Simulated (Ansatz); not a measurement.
**Computed properties of MgSnSe2**

MgSnSe$_{2}$:
```cif
data_MgSe2Sn
_chemical_formula_sum 'Se2 Sn1 Mg1'
_space_group_name_H-M_alt 'P-3m1'
_space_group_IT_number 164
_space_group_name_Hall '-P 3 2"'
_cell_length_a 3.99978
_cell_length_b 3.99978
_cell_length_c 6.88014
_cell_angle_alpha 90.000
_cell_angle_beta 90.000
_cell_angle_gamma 120.000
loop_
_atom_site_label
_atom_site_type_symbol
_atom_site_symmetry_multiplicity
_atom_site_Wyckoff_symbol
_atom_site_fract_x
_atom_site_fract_y
_atom_site_fract_z
_atom_site_occupancy
Se1 Se 2 d 0.33333 0.66667 0.28148 1
Sn1 Sn 1 a 0.00000 0.00000 0.00000 1
Mg1 Mg 1 b 0.00000 0.00000 0.50000 1
```

Space group P-3m1 (No. 164); conventional cell a = b = 4.000 Å, c = 6.880 Å, α = β = 90.00°, γ = 120.00°.

Method: plane-wave PAW PBE+D3(BJ) (Ansatz code). The cell and atoms are relaxed at this level. Other levels are named where they apply.

**Cell and energy**

* **Volume per atom**: 23.83 Å³
* **Density**: 5.24 g/cm³
* **Formation energy from the elements (no fitted shifts)**: -0.79 eV/atom

**Electronic structure**

Band gap: 0.20 eV (indirect)
Valence-band maximum: at A
Conduction-band minimum: at L (3 equivalent valleys)
Smallest direct gap on the standard path: 0.39 eV
Electron effective mass: 0.10, 0.81, 0.96 mₑ (principal values)
Electron effective mass with spin–orbit coupling: 0.10, 0.81, 0.97 mₑ (principal values)
Hole effective mass: 0.074, 0.80, 0.80 mₑ (principal values)
Hole effective mass with spin–orbit coupling: 0.070, 0.58, 0.58 mₑ (principal values)
Gap with spin–orbit coupling: 0.18 eV

**Phonons**

* **Highest zone-centre frequency (without LO–TO term)**: 31.8 meV
* **Zone-centre stability**: no imaginary mode at Γ

**Charges**

Bader charges: Se -1.24, Sn +0.86, Mg +1.61 e

The cell is a constructed one: a structure type filled with these elements; neither database checked (COD, Materials Project) lists it. Whether it is the stable phase at ambient conditions was not checked. The PBE+D3(BJ) relaxation kept the symmetry of its start. The references are the lowest solids computed at this level, not always the standard phases. Scalar-relativistic: spin–orbit coupling is off unless named, which matters more the heavier the elements.

Potentials: the later of the program's two PAW sets.
